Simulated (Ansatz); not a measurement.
Consider a crystal of SiO3 in space group I4_1/amd (No. 141), with Si on 4a; O on 4b and 8c. The cell of SiO3 is invented: 6-connected net, bridging atoms on its edges.

Theory: Ansatz, DFT PBE, scalar-relativistic, plane waves, PAW. Cutoff 420 eV, Γ-centred mesh, Gaussian smearing, collinear spin.

Formation energies are uncorrected and refer to the elements' standard structures at the same level (O₂ as a molecule).

Question: Which cell and coordinates does it relax to?

Answer:

Space group I4_1/amd:1 (No. 141). a = 6.820 Å, b = 6.820 Å, c = 3.536 Å, α = 90.00°, β = 90.00°, γ = 90.00°
```
atom  site  symmetry       x       y       z
  Si    4a      -4m2  0.0000  0.0000  0.0000
   O    4b      -4m2  0.0000  0.0000  0.5000
   O    8c     .2/m.  0.2500  0.5000  0.3750
```

Si has 6 O at 1.76–1.77 Å; O on a site of symmetry -4m2 is surrounded by 2 Si at 1.77 Å and 4 O at 2.16 Å; O on a site of symmetry 2/m has 2 Si at 1.76 Å and 2 O at 2.16 Å. Another local minimum with the same sites may exist.

Question: And its energy and gap?

Answer: The energy over the elements is −1.19 eV/atom. The gap on the 12×12×12 mesh of the 8-atom cell is 0 eV (a metal), the net moment per atom is 0.41 μB and the moment by site is O 0.5 (×2), 0.4 (×4) μB. Whether it is stable depends on the other phases of the system, which aren't compared here.

The last run used collinear spin and Gaussian smearing of 0.10 eV. Another magnetic order may lie lower. A structure relaxed within its symmetry needn't be a true minimum. Site moments count only spheres around the atoms; the net moment includes the space between them.
